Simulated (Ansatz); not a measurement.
A trial cell of TaInS3, before relaxation:

```xyz
10
Lattice="-3.3376 3.3376 4.7201 3.3376 -3.3376 4.7201 3.3376 3.3376 -4.7201" Properties=species:S:1:pos:R:3 pbc="T T T"
Ta    0.0000    0.0000    4.7201
Ta    0.0000    0.0000    0.0000
In    0.0000    3.3376    2.3601
In    3.3376    0.0000    2.3601
S     1.9115   -1.4262    4.7201
S     1.4262    1.9115    4.7201
S     0.0000    0.0000    7.0802
S     1.4262    4.7638    0.0000
S     1.9115    1.4262    0.0000
S     0.0000    0.0000    2.3601
```

Computed with DFT PBE, scalar-relativistic, plane waves, PAW in Ansatz. Cutoff 420 eV, Gaussian smearing, Γ-centred meshes. Cell and atoms relax first on a coarse mesh and then on a finer one. In between, the cell is made exact in the group found at 0.06 Å. In metals the finer mesh still leaves noise of several meV/atom or more. The steps can't lower the symmetry of their start. No spin polarisation in the relaxation; trial moments died out in a coarse test.

A guess keeps its type if space group and coordination stay and the shape of the cell changes little (axis ratios within about 15 %, angles within 6°); the volume may change.

Question: Will the relaxed cell still be of the starting type?

Answer: It keeps its type. The symmetry stays I4/mcm (No. 140). The volume per atom grows by 3.4 %, from 21.0 to 21.8 Å³. The shortest distance goes from 2.36 Å (Ta–S) to 2.44 Å (Ta–S). The ratio c/a of the conventional cell changes by a factor of 1.05. Counting neighbours within 15 % of an atom's shortest distance, the start has In 8, S 2, Ta 6 and the end In 8, S 2, Ta 6.

Formation energies are uncorrected and refer to the elements' standard structures at the same level.

Question: At what energy does it end?

Answer: −0.63 eV/atom. It lies below the elements, which doesn't yet make it stable against other compounds or structures.

The last run used an 8×8×8 mesh for its 10-atom cell and Gaussian smearing of 0.10 eV. Spin–orbit coupling, which can matter for Ta, is left out. The reference form of S is held partly by dispersion forces, which this level lacks. A structure relaxed within its symmetry needn't be a true minimum.
